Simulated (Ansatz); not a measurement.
# Data sheet: Ga2PN (DFT)

Ga2PN:
```yaml
crystal:
  lattice:
    - [3.50306, 0.00000, 0.00000]
    - [-1.75153, 3.03374, 0.00000]
    - [0.00000, 0.00000, 5.84365]
  atoms:
    - { symbol: Ga, position: [0.00000, 0.00000, 0.46642] }
    - { symbol: Ga, position: [0.66667, 0.33333, 0.03970] }
    - { symbol: P, position: [0.00000, 0.00000, 0.86963] }
    - { symbol: N, position: [0.66667, 0.33333, 0.37425] }
```

Space group P3m1 (No. 156); conventional cell a = b = 3.5031 Å, c = 5.8436 Å, α = β = 90.00°, γ = 120.00°.

Method: plane-wave PAW PBEsol (Ansatz code). Geometry: relaxed at this level of theory. Other levels are named where they apply.

### Cell and energy

Volume per atom: 15.53 Å³
Density: 4.93 g/cm³
Formation energy from the elements (no fitted shifts): -0.22 eV/atom

### Electronic structure

- Electronic character = metallic (no gap)
- Density of states at the Fermi level = 0.09 states/eV per atom (mean over ±0.08 eV)
- Gap with spin–orbit coupling = none (metallic)

### Mechanics

Bulk modulus (Birch–Murnaghan fit): 1110 kbar
Pressure derivative B′: 4.4

### Phonons

- Highest zone-centre frequency = 563 cm⁻¹
- Zone-centre stability = no imaginary mode at Γ

The start of the workflow was typed in or built on a structure type; neither database checked (COD, Materials Project) lists it. Its standing as an ambient phase is unchecked. The cell was relaxed with PBEsol under the symmetry of its start. As this level gives no gap, phonon frequencies hold no LO–TO term and depend on the k-mesh and smearing (Fermi–Dirac, 0.1 eV here). The references are the lowest solids computed at this level, not always the standard phases (solids in place of the gases). Scalar-relativistic: spin–orbit coupling is off unless named, which matters more the heavier the elements.

Potentials: the earlier of the program's two PAW sets. The files were generated under PBE; for other functionals the program regenerates the frozen cores, and for LDA and PBEsol the local potential too.
